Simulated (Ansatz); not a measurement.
## Rb2CaYF6 in Ansatz, settings compared

The command:

```bash
ansatz run input.yaml --threads 1 --pin off --max-ram 2560MiB --backend cpu --events-out ev --progress --plain --runs-dir out
```

input.yaml:

```yaml
crystal:
  lattice:
    - [0.0, 4.442393, 4.442393]
    - [4.442393, 0.0, 4.442393]
    - [4.442393, 4.442393, 0.0]
  atoms:
    - { symbol: F, position: [0.756, 0.244, 0.244] }
    - { symbol: F, position: [0.244, 0.756, 0.244] }
    - { symbol: F, position: [0.244, 0.756, 0.756] }
    - { symbol: F, position: [0.756, 0.244, 0.756] }
    - { symbol: F, position: [0.244, 0.244, 0.756] }
    - { symbol: F, position: [0.756, 0.756, 0.244] }
    - { symbol: Ca, position: [0.5, 0.5, 0.5] }
    - { symbol: "Y", position: [0.0, 0.0, 0.0] }
    - { symbol: Rb, position: [0.25, 0.25, 0.25] }
    - { symbol: Rb, position: [0.75, 0.75, 0.75] }
  symmetry: { tolerance: 0.0003 }
kpoints:
  mp_grid: { grid: [4, 4, 4], shift: [0, 0, 0] }
magnetization:
  spin_polarized: false
scf:
  occupations: { method: fermi_dirac }
hamiltonian:
  pseudopotentials: { kind: paw }
  xc: r2scan
basis:
  ecutwfc: 500
output:
  forces: true
  stress: true
  eigenvalues: true
```

Origin of the cell: a known structure type with other elements, at an estimated volume, so it need not be a known compound.

The smearing width isn't typed, so it takes its default of 0.1 eV.

Output of this run (shortened):

```
SCF iter   1: F=—  HF=-17113.129459 eV  Δρ=7.78e-3  dr2=1.61e-1  dr2_τ=2.02e-1
SCF iter   2: F=—  HF=-17113.343319 eV  Δρ=4.48e-3  dr2=2.36e-2  dr2_τ=4.84e-3
SCF iter   3: F=—  HF=-17113.341295 eV  Δρ=2.53e-3  dr2=1.03e-2  dr2_τ=5.29e-4
SCF iter   4: F=—  HF=-17113.339069 eV  Δρ=4.06e-4  dr2=5.80e-4  dr2_τ=4.08e-5
SCF iter   5: F=—  HF=-17113.339031 eV  Δρ=1.13e-4  dr2=4.61e-5  dr2_τ=2.73e-6
SCF iter   6: F=—  HF=-17113.338824 eV  Δρ=4.37e-5  dr2=7.13e-6  dr2_τ=2.11e-7
SCF iter   7: F=—  HF=-17113.338823 eV  Δρ=8.30e-6  dr2=1.46e-7  dr2_τ=1.16e-8
SCF iter   8: F=-17113.338823 eV  HF=-17113.338823 eV  Δρ=2.03e-6  dr2=6.85e-9  dr2_τ=8.88e-10
SCF 1 converged in 8 iterations: F = -17113.338823 eV  dr2 = 6.85e-9
SCF converged after 8 iterations
Free energy (F): -17113.338823 eV
Harris-Foulkes:  -17113.338823 eV  (|F-HF|=1.94e-9)
Internal energy: -17113.228344 eV  (E = F + TS)
E sigma→0 (E₀):  -17113.283584 eV
Entropy (-TS):   -0.110479 eV (-11.048 meV/atom)
Fermi energy:    10.872392 eV
--- Per-component energies (eV) ---
  E_band       = -650.353218
  E_kinetic    = 2228.410655
  E_local      = -6176.825241  (includes V_loc(G=0)·N_el)
  E_nonlocal   = 894.188883
  E_hartree    = 2169.496133
  E_xc         = -1036.644729
  E_vxc        = -1425.305969  (∫ρ·V_xc dr)
  E_paw        = -10193.107251  (= ΣΔE_a)
  E_vpaw       = -601.957947  (= ΣTr[D̂ρ^β])
  E_aug_tail   = 0.006319  (compensation charges beyond the density's cutoff)
  E_vtau       = 92.136981  (kinetic-family band-sum trace: ∫τ·v_τ [+ j·A + Jᵃ·Aᵃ] dr)
  E_ewald      = -4997.896291
  E_core_change = -0.856823  (= ΣΔE_core)
  E_smearing   = -0.110479  (= −TS)
  Σ components = -17113.338823   (vs F -17113.338823, Δ=0.00e0)
--- Forces (eV/Å), atoms counted from 1 ---
  atom   1  F      0.509240    -0.000000    -0.000000
[… 4 lines left out …]
  atom   6  F     -0.000000    -0.000000    -0.509240
  atom   7  Ca     0.000000    -0.000000     0.000000
  atom   8  Y     -0.000000     0.000000    -0.000000
  atom   9  Rb    -0.000000     0.000000     0.000000
  atom  10  Rb    -0.000000     0.000000    -0.000000
  max |Σ_I F_I| component: 1.12e-16 eV/Å
--- Stress (GPa, compression-positive) ---
        4.679745       0.000000      -0.000000
       -0.000000       4.679745       0.000000
       -0.000000      -0.000000       4.679745
  P = ⅓ Tr σ = 4.6797 GPa (46.797 kbar)
```

The same input was run again with these changes:

1. `scf.initial_density.chi_scale` default → 0.3
2. `kpoints.mp_grid.grid` [4, 4, 4] → [2, 2, 2]
3. `scf.occupations.width` default → 0.15
4. `hamiltonian.dispersion` default → d3bjatm

| run | end | SCF iterations | P (GPa) | max force component (eV/Å) | moment (μB) | ΔE(σ→0) (meV/atom) |
| --- | --- | --- | --- | --- | --- | --- |
| base | converged | 8 | 4.68 | 0.509 | – | 0 |
| 1 | converged | 12 | 4.68 | 0.509 | – | 0.00 |
| 2 | converged | 8 | 3.84 | 0.688 | – | 14.11 |
| 3 | converged | 8 | 4.67 | 0.556 | – | -0.99 |
| 4 | converged | 8 | 4.14 | 0.509 | – | – |

Energies are compared only where functional, datasets, charge and starting cell are the same.

Not properties of the system: run 2 (too coarse or loose: `kpoints.mp_grid.grid` = [2, 2, 2]).

Caveats of the base run: no moments, though an odd count or open d shells may carry them; the k mesh is coarse if the cell is a metal.

Time of the base run: 6.4 s on 1 thread of Intel(R) Xeon(R) 6975P-C (Granite Rapids), on a shared host, peak memory 0.98 GiB, from the program's own first density.
